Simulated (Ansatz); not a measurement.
## Al: eigenvalues along the path

```
Al
1.0
     0.00000    2.02398    2.02398
     2.02398    0.00000    2.02398
     2.02398    2.02398    0.00000
Al
1
Cartesian
  0.0000 0.0000 0.0000
```

The cell is COD entry 4313206, as deposited and not checked against the literature; nothing was relaxed.

Method: DFT, PBEsol, all-electron LAPW, scalar-relativistic in Ansatz 0.2.0.

Sampling and basis: a Γ-centred 14×14×14 k mesh, Fermi–Dirac smearing of 0.05 eV, basis error target 1 meV/atom, no spin polarisation.

Path points, in fractions of the reciprocal vectors: Γ (0.000, 0.000, 0.000), X (0.500, 0.000, 0.500), U (0.625, 0.250, 0.625), K (0.375, 0.375, 0.750), L (0.500, 0.500, 0.500), W (0.500, 0.250, 0.750). Levels in eV from the Fermi level; bands 5 to 8, counted from the lowest band of the run. The gap is zero.

```
# k(1/Å) point b5 b6 b7 b8
0.000 Γ -11.06 12.60 12.60 12.60
0.111 - -11.02 12.05 12.05 12.26
0.222 - -10.88 11.17 11.17 11.49
0.333 - -10.65 10.31 10.31 10.60
0.443 - -10.33 9.50 9.50 9.73
0.554 - -9.92 8.76 8.76 8.92
0.665 - -9.41 8.09 8.09 8.17
0.776 - -8.82 7.50 7.51 7.51
0.887 - -8.15 6.55 6.92 7.00
0.998 - -7.38 4.92 6.43 6.57
1.109 - -6.53 3.35 6.02 6.21
1.220 - -5.61 1.87 5.70 5.94
1.330 - -4.61 0.47 5.48 5.74
1.441 - -3.58 -0.80 5.34 5.63
1.552 X -2.88 -1.58 5.29 5.59
1.591 - -2.87 -1.57 4.99 5.59
1.631 - -2.86 -1.55 4.54 5.61
1.670 - -2.83 -1.53 4.06 5.63
1.709 - -2.79 -1.49 3.58 5.67
1.748 - -2.75 -1.44 3.08 5.71
1.787 - -2.69 -1.38 2.59 5.77
1.827 - -2.62 -1.31 2.10 5.83
1.866 - -2.54 -1.22 1.61 5.90
1.905 - -2.45 -1.13 1.12 5.99
1.944 - -2.35 -1.04 0.65 6.08
1.983 - -2.24 -0.94 0.20 6.18
2.023 - -2.12 -0.87 -0.21 6.30
2.062 - -1.99 -0.97 -0.43 6.42
2.101 U -1.84 -1.32 -0.38 6.55
2.169 - -1.83 -1.50 -0.25 6.27
2.237 - -1.89 -1.64 0.03 5.66
2.305 - -1.99 -1.75 0.40 4.99
2.373 - -2.08 -1.84 0.83 4.33
2.440 - -2.15 -1.91 1.30 3.69
2.508 - -2.20 -1.95 1.79 3.10
2.576 - -2.21 -1.96 2.13 2.73
2.644 - -2.20 -1.95 1.79 3.10
2.712 - -2.15 -1.91 1.30 3.69
2.780 - -2.08 -1.84 0.83 4.33
2.848 - -1.99 -1.75 0.40 4.99
2.916 - -1.89 -1.64 0.03 5.66
2.984 - -1.83 -1.50 -0.25 6.27
3.051 K -1.84 -1.32 -0.38 6.55
3.169 - -2.58 -1.35 0.09 7.01
3.287 - -3.80 -0.77 0.69 7.56
3.404 - -4.93 -0.08 1.39 8.20
3.522 - -5.97 0.70 2.18 8.93
3.639 - -6.93 1.57 3.06 9.74
3.757 - -7.78 2.54 4.02 10.64
3.875 - -8.55 3.61 5.05 11.62
3.992 - -9.21 4.77 6.14 12.66
4.110 - -9.77 6.02 7.29 13.69
4.227 - -10.24 7.36 8.48 13.41
4.345 - -10.60 8.78 9.68 13.06
4.463 - -10.86 10.25 10.87 12.81
4.580 - -11.01 11.70 11.97 12.65
4.698 Γ -11.06 12.60 12.60 12.60
4.794 - -11.03 11.81 12.45 12.45
4.890 - -10.93 10.47 12.14 12.14
4.986 - -10.75 9.03 11.81 11.81
5.082 - -10.51 7.59 11.50 11.50
5.178 - -10.20 6.18 11.24 11.24
5.274 - -9.83 4.79 11.04 11.04
5.370 - -9.38 3.45 10.88 10.88
5.466 - -8.87 2.16 10.78 10.78
5.562 - -8.29 0.92 10.74 10.74
5.658 - -7.65 -0.26 10.76 10.76
5.754 - -6.94 -1.39 10.83 10.83
5.850 - -6.17 -2.47 10.97 10.97
5.946 - -5.34 -3.48 11.15 11.15
6.042 L -4.54 -4.34 11.36 11.36
6.120 - -4.52 -4.32 10.66 10.68
6.199 - -4.46 -4.25 9.75 9.85
6.277 - -4.35 -4.14 8.78 8.97
6.356 - -4.20 -3.98 7.80 8.07
6.434 - -4.01 -3.78 6.83 7.18
6.512 - -3.78 -3.54 5.89 6.30
6.591 - -3.50 -3.25 4.98 5.44
6.669 - -3.18 -2.92 4.11 4.62
6.748 - -2.82 -2.56 3.29 3.83
6.826 - -2.42 -2.17 2.50 3.09
6.904 - -1.99 -1.75 1.77 2.40
6.983 - -1.53 -1.33 1.09 1.78
7.061 - -1.07 -0.97 0.50 1.30
7.140 W -0.81 -0.81 0.20 1.10
7.195 - -1.09 -0.50 0.11 1.21
7.250 - -1.36 -0.17 -0.07 1.45
7.306 - -1.60 -0.28 0.18 1.76
7.361 - -1.82 -0.49 0.55 2.11
7.417 - -2.02 -0.69 0.94 2.48
7.472 - -2.20 -0.87 1.35 2.87
7.528 - -2.36 -1.04 1.79 3.28
7.583 - -2.50 -1.18 2.25 3.70
7.639 - -2.61 -1.30 2.72 4.12
7.694 - -2.71 -1.40 3.22 4.53
7.749 - -2.78 -1.48 3.74 4.92
7.805 - -2.84 -1.53 4.28 5.26
7.860 - -2.87 -1.57 4.84 5.50
7.916 X -2.88 -1.58 5.29 5.59
```
